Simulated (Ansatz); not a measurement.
## Turning moments in Co (P63/mmc)

```xyz
4
Lattice="2.5074 0.0000 0.0000 1.2537 2.1715 0.0000 0.0000 0.0000 8.1398" Properties=species:S:1:pos:R:3 pbc="T T T"
Co    2.5074    1.4476    1.0175
Co    2.5074    1.4476    5.0874
Co    1.2537    0.7238    3.0524
Co    1.2537    0.7238    7.1223
```

The geometry is a structure as deposited in COD, repeated to hold the magnetic orders, held fixed and not relaxed.

Functional, mesh and filling: PBE, 14×14×4 k mesh, Fermi–Dirac smearing of 0.08 eV. PAW means Ansatz 0.2.0 on its default frozen-core files. Site moments are integrated in spheres about the atoms. Start moments (μB): Co1 1.7, Co2 1.7, Co3 1.7, Co4 1.7.

The runs use spinors without spin–orbit coupling. In the held states a penalty keeps the direction of every atom that starts with a moment, the untilted ones along z, with sizes free, and the energy is taken at the target. Energies count from the run that starts parallel.

```json
{"state": "parallel moments on spinors", "ΔF PAW (meV/atom)": "0.0", "largest moment, PAW (μB)": "1.70", "size of M, PAW (μB/cell)": "6.50", "directions kept": "yes"}
{"state": "Co3 and Co4 tilted by 30° from z and held", "ΔF PAW (meV/atom)": "?", "largest moment, PAW (μB)": "1.69", "size of M, PAW (μB/cell)": "6.24", "directions kept": "yes"}
{"state": "Co3 and Co4 tilted by 60° from z and held", "ΔF PAW (meV/atom)": "+67.8", "largest moment, PAW (μB)": "1.65", "size of M, PAW (μB/cell)": "5.46", "directions kept": "yes"}
{"state": "Co3 and Co4 tilted by 90° from z and held", "ΔF PAW (meV/atom)": "+130.2", "largest moment, PAW (μB)": "1.54", "size of M, PAW (μB/cell)": "?", "directions kept": "yes"}
{"state": "Co3 and Co4 tilted by 120° from z and held", "ΔF PAW (meV/atom)": "+182.4", "largest moment, PAW (μB)": "1.36", "size of M, PAW (μB/cell)": "2.58", "directions kept": "yes"}
{"state": "Co3 and Co4 tilted by 150° from z and held", "ΔF PAW (meV/atom)": "+211.6", "largest moment, PAW (μB)": "1.12", "size of M, PAW (μB/cell)": "1.10", "directions kept": "yes"}
{"state": "start Co1↑ Co2↑ Co3↓ Co4↓ on spinors", "ΔF PAW (meV/atom)": "+219.4", "largest moment, PAW (μB)": "1.00", "size of M, PAW (μB/cell)": "0.00", "directions kept": "yes"}
```

Q: Give the missing entry: row "Co3 and Co4 tilted by 30° from z and held", column "ΔF PAW (meV/atom)".

A: +18.2.

Q: Fill in "size of M, PAW (μB/cell)" for the row "Co3 and Co4 tilted by 90° from z and held".

A: 4.15.

Q: Fit ΔF(θ) = A(1 − cos θ) + B sin²θ to the PAW points, the reversed state at 180° included. How well does a Heisenberg model do?

A: A = +110.5 and B = +19.5 meV/atom, with a worst miss of 2.1 meV/atom. B isn't small beside A, so the turn needs more than bilinear exchange between fixed moments (biquadratic terms or changing moment sizes).

For the state «Co3 and Co4 tilted by 90° from z and held», by PAW: Site moments (μB): Co1 (0.00, 0.00, 1.54); Co2 (0.00, 0.00, 1.54); Co3 (1.54, 0.00, 0.00); Co4 (1.54, 0.00, 0.00). Cell moment 4.15 μB.

The Ansatz runs typed with the search for lower states off end where their start leads. These are results for the start and cell typed. The real compound can order otherwise, in a larger cell, or not at all, since semilocal functionals at zero temperature often overstate magnetism.
